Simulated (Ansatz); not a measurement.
In r²SCAN in the plane-wave PAW code Ansatz, ScAg$_{3}$ in the Cu3Au type structure (Pm-3m) relaxes to a = 4.204 Å. Ag has 12 nearest neighbours from 2.97 Å (cuboctahedral). Its formation energy from the elements is -0.073 eV/atom, with no fitted shifts.

Electronic character: metallic (no gap). Gap from r²SCAN with spin–orbit coupling: none (metallic).

An equation-of-state fit gives a bulk modulus of 91.8 GPa. The relaxed-ion elastic constants in GPa are C11 = 110, C12 = 83.0, C44 = 40.6. The elastic constants imply a Debye temperature near 225 K. Bader charges are Ag -0.55, Sc +1.65 e.

The start of the workflow was typed in or built on a structure type; neither database checked (COD, Materials Project) lists it. Its standing as an ambient phase is unchecked. The cell was relaxed with r²SCAN under the symmetry of its start; its stability against distortions is not shown here. No spin polarisation was allowed. As this level gives no gap, shear constants depend on the k-mesh and smearing (Fermi–Dirac, 0.1 eV here). The references are the lowest solids computed at this level, not always the standard phases. Scalar-relativistic: spin–orbit coupling is off unless named, which matters more the heavier the elements.

Potentials: the later of the program's two PAW sets.
